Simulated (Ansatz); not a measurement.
NaH (rock salt)

```
NaH
1.0
    0.00000     2.39576     2.39576
    2.39576     0.00000     2.39576
    2.39576     2.39576     0.00000
Na H
1 1
Direct
  0.00000   0.00000   0.00000
  0.50000   0.50000   0.50000
```

The volume is varied about the relaxed value V₀ at fixed cell shape. Symmetry pins the atoms to their sites.

Computed with PBEsol (plane waves to 420 eV, PAW, scalar-relativistic; Ansatz, a first-principles code). k mesh 12×12×12 (Γ-centred), Fermi-Dirac smearing 0.05 eV. Compression counts positive. NaH was relaxed with its symmetry unable to fall.

At one point of the scan the stress tensor (GPa) is:

```
   3.08     0.00     0.00
   0.00     3.08     0.00
   0.00     0.00     3.08
```

Problem. Which point is it?
A. V/V₀ = 0.960
B. V/V₀ = 0.980
C. V/V₀ = 0.900
D. V/V₀ = 0.940

Solution. C, V/V₀ = 0.900

(A scan under strain: stresses follow from slopes of the energy per volume, elastic moduli from its curvatures.)
